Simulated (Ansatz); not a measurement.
ZrPbO3 (cubic perovskite)

```
ZrPbO3
1.0
    4.10859     0.00000     0.00000
    0.00000     4.10859     0.00000
    0.00000     0.00000     4.10859
Zr Pb O
1 1 3
Direct
  0.00000   0.00000   0.00000
  0.50000   0.50000   0.50000
  0.50000   0.00000   0.00000
  0.00000   0.50000   0.00000
  0.00000   0.00000   0.50000
```

Calculation: LDA (plane waves to 420 eV, PAW, scalar-relativistic; Ansatz, a first-principles code). Harmonic phonons by density-functional perturbation theory on a 6×6×6 k mesh, in cm⁻¹; i marks imaginary ones, q is in fractions of the reciprocal vectors of the cell shown, and the three acoustic modes at Γ are left out. The non-analytic (LO-TO) term is not included, so polar modes at Γ have their transverse values. Spin-orbit coupling is left out, though Pb is heavy. This is a high-temperature form of ZrPbO3. ZrPbO3 is run without spin polarisation. ZrPbO3 was relaxed with its symmetry unable to fall.

### Question
Is the structure dynamically stable at Γ, X = (0.5, 0.0, 0.0), M = (0.5, 0.5, 0.0), R = (0.5, 0.5, 0.5)?

### Answer
Unstable at this level: the lowest mode is 193i cm⁻¹ at R = (0.5, 0.5, 0.5).

### Question
Predict the phonon wavenumbers at Γ, X = (0.5, 0.0, 0.0), M = (0.5, 0.5, 0.0), R = (0.5, 0.5, 0.5).

### Answer
```tsv
q	wavenumbers (cm⁻¹)
Γ	144i (×3), 23 (×3), 152 (×3), 577 (×3)
X = (0.5, 0.0, 0.0)	59i (×2), 33 (×2), 92, 114, 134 (×2), 190 (×2), 212, 381, 573 (×2), 774
M = (0.5, 0.5, 0.0)	188i, 100i (×2), 18i, 117, 139 (×2), 208 (×2), 314 (×2), 353, 568, 631, 829
R = (0.5, 0.5, 0.5)	193i (×3), 55i (×3), 296 (×3), 303 (×3), 621 (×2), 859
```
